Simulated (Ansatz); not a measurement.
Ta5Ge3:
Space group I4/mcm (No. 140); a = 6.627 Å, b = 6.627 Å, c = 12.023 Å, α = 90.00°, β = 90.00°, γ = 90.00°

```csv
atom,site,symmetry,x,y,z
Ta,16l,..m,0.3391,0.1609,0.1539
Ta,4c,4/m..,0.0000,0.0000,0.0000
Ge,8h,m.2m,0.1359,0.3641,0.0000
Ge,4a,422,0.0000,0.0000,0.2500
```
(The calculation used a cell of 16 atoms; values per cell refer to that cell.)

Relaxed at zero pressure with DFT-r²SCAN in the program Ansatz with PAW potentials.

Q: The volume is lowered by 6 % and shape and atoms relax at that volume. What pressure results, and how do the axes share the change?

A: 15.1 GPa; a -1.9 %, b -1.9 %, c -2.3 %; the energy rises by 44 meV/atom.

Q: Give the new structure.

A: 
Space group I4/mcm (No. 140); a = b = 6.4992 Å, c = 11.7524 Å, α = β = γ = 90.00°

```tsv
atom	site	symmetry	x	y	z
Ta	16l	..m	0.3388	0.1612	0.1538
Ta	4c	4/m..	0.0000	0.0000	0.0000
Ge	8h	m.2m	0.1353	0.3647	0.0000
Ge	4a	422	0.0000	0.0000	0.2500
```

The phase is kept; no other phase was compared at this pressure.

The workflow started from a Materials Project entry (that database holds measured and hypothetical structures alike); the Crystallography Open Database copy checked does not list it. Whether it is the stable phase at ambient conditions was not checked. The r²SCAN relaxation kept the symmetry of its start; its stability against distortions is not shown here. The run is not spin-polarised. Scalar-relativistic: spin–orbit coupling is off unless named, which matters more the heavier the elements.

Potentials: the later of the program's two PAW sets.
